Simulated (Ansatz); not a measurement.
The relaxed structure here is a generated cell of TaN: the first start was made by placing the elements on the sites of a structure type, and the end was not matched to a known phase here, so it may be hypothetical. Known forms of TaN include space group No. 225.

One starting cell of TaN (a generated trial cell of TaN in the FeSi structure type) was relaxed twice with Ansatz (plane waves, PAW, scalar-relativistic): with r2SCAN at 500 eV and with PBE at 420 eV. The r2SCAN result:

```
CELL_PARAMETERS angstrom
      4.39704     0.00000     0.00000
      0.00000     4.39704     0.00000
      0.00000     0.00000     4.39704
ATOMIC_POSITIONS crystal
  Ta 0.23066 0.23066 0.23066
  Ta 0.73066 0.26934 0.76934
  Ta 0.76934 0.73066 0.26934
  Ta 0.26934 0.76934 0.73066
  N  0.76858 0.76858 0.76858
  N  0.26858 0.73142 0.23142
  N  0.23142 0.26858 0.73142
  N  0.73142 0.23142 0.26858
```

| quantity | r2SCAN | PBE |
|---|---|---|
| space group | P2₁3 | P2₁3 |
| volume (Å³/atom) | 10.63 | [?] |
| a (Å) | 4.397 | [?] |
| gap (eV, no spin-orbit coupling) | 0.00 | [?] |

Problem. What does PBE give for the same quantities?

Solution. 
- volume (Å³/atom), PBE: 10.77
- a (Å), PBE: 4.417
- gap (eV, no spin-orbit coupling), PBE: 0.00

Both levels end in the same structure; PBE's volume is 1.4 % larger. Neither column is exact.

No spin polarisation in the result.

The run could not lose the symmetry of its start: the end is stationary, and may be a saddle point rather than a minimum.

Ansatz is a program for electronic structure.
